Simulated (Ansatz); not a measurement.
## Computed properties of Ir

Ir (bcc (W type), Im-3m), a = b = c = 3.0758 Å, α = β = γ = 90.00°; the cell used has 1 atom.

Space group Im-3m (No. 229), bcc (W type); conventional cell a = 3.0758 Å, b = 3.0758 Å, c = 3.0758 Å, α = 90.00°, β = 90.00°, γ = 90.00°.

Method: plane-wave PAW PBEsol (Ansatz code). Structure relaxed to zero pressure with the same functional. Other levels are named where they apply.

### Cell and energy

* **Volume per atom**: 14.55 Å³
* **Density**: 21.94 g/cm³

### Electronic structure

Electronic character: metallic (no gap)
Density of states at the Fermi level: 3.4 states/eV per atom (mean over ±0.08 eV)
Gap with spin–orbit coupling: none (metallic)

### Mechanics

* **Bulk modulus (Birch–Murnaghan fit)**: 343 GPa
* **Pressure derivative B′**: 5.0
* **Elastic constants (relaxed ions, GPa)**: C11 = -71.0, C12 = 552, C44 = 184
* **Mechanical stability**: unstable (C has a negative eigenvalue)

The start of the workflow was typed in or built on a structure type; neither database checked (COD, Materials Project) lists it. It is not the phase usual at ambient conditions (space group No. 225). Symmetry was held in the PBEsol relaxation. The run is not spin-polarised. As this level gives no gap, shear constants depend on the k-mesh and smearing (Fermi–Dirac, 0.1 eV here). On the denser mesh and wider smearing of the elastic run this cell carries a stress of 0.6 GPa. Scalar-relativistic: spin–orbit coupling is off unless named, which matters more the heavier the elements.

Potentials: the later of the program's two PAW sets.
